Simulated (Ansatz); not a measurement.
ZrB₂ in space group P6/mmm (No. 191; Zr on 1a, B on 2d) under volume change, plane-wave PAW LDA (Ansatz code), shape and atoms relaxed at each volume.

```tsv
V (Å³/atom)	E − E(relaxed) (meV/atom)	P (GPa)
8.996	76.0	29.57
9.293	32.1	18.22
9.589	[?]	[?]
9.886	0.0	0.01
10.182	6.9	-7.26
10.479	[?]	[?]
10.775	56.4	-18.94
```

What belongs in the gaps?


- 10.479, E − E(relaxed) (meV/atom): 26.3
- 10.479, P (GPa): -13.53
- 9.589, E − E(relaxed) (meV/atom): 7.6
- 9.589, P (GPa): 8.44

What does a third-order Birch–Murnaghan fit give for V₀, B₀ and B′?

V₀ = 9.89 Å³/atom, B₀ = 260 GPa, B′ = 3.9.

Symmetry was held in the LDA relaxation; of distortions, only those at the zone centre were tested. The run is not spin-polarised. Scalar-relativistic: spin–orbit coupling is off unless named, which matters more the heavier the elements.

Potentials: the earlier of the program's two PAW sets.
